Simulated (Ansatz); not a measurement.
Pt$_{3}$W in space group I4/mmm (No. 139; Pt on 4d, Pt on 2b, W on 2a) at seven volumes, the program Ansatz at the PBEsol level (PAW), shape and atoms relaxed at each. One row is withheld.

```json
[
 {"V (Å³/atom)": "13.640", "P (GPa)": "37.78"},
 {"V (Å³/atom)": "14.090", "P (GPa)": "22.88"},
 {"V (Å³/atom)": "14.539", "P (GPa)": "10.42"},
 {"V (Å³/atom)": "14.989", "P (GPa)": "0.00"},
 {"V (Å³/atom)": "15.439", "P (GPa)": "?"},
 {"V (Å³/atom)": "15.888", "P (GPa)": "-15.96"},
 {"V (Å³/atom)": "16.338", "P (GPa)": "-21.99"}
]
```

Q: Fit the shown pressures and predict the withheld one.

A: Third-order Birch–Murnaghan: P = (3/2)B₀(x^(7/2) − x^(5/2))[1 + (3/4)(B′ − 4)(x − 1)] with x = (V₀/V)^(2/3). Least squares on the six rows gives V₀ = 14.989 Å³/atom, B₀ = 316.5 GPa, B′ = 4.99. At V = 15.439, x = 0.9805 and P = -8.70 GPa. The run itself gave -8.71 GPa.

The first step of the workflow began from a Materials Project structure, measured or hypothetical; the Crystallography Open Database copy checked does not list it. Its standing as an ambient phase is unchecked. The PBEsol relaxation kept the symmetry of its start; its stability against distortions is not shown here. No spin polarisation was allowed. Scalar-relativistic: spin–orbit coupling is off unless named, which matters more the heavier the elements.

Potentials: the later of the program's two PAW sets.
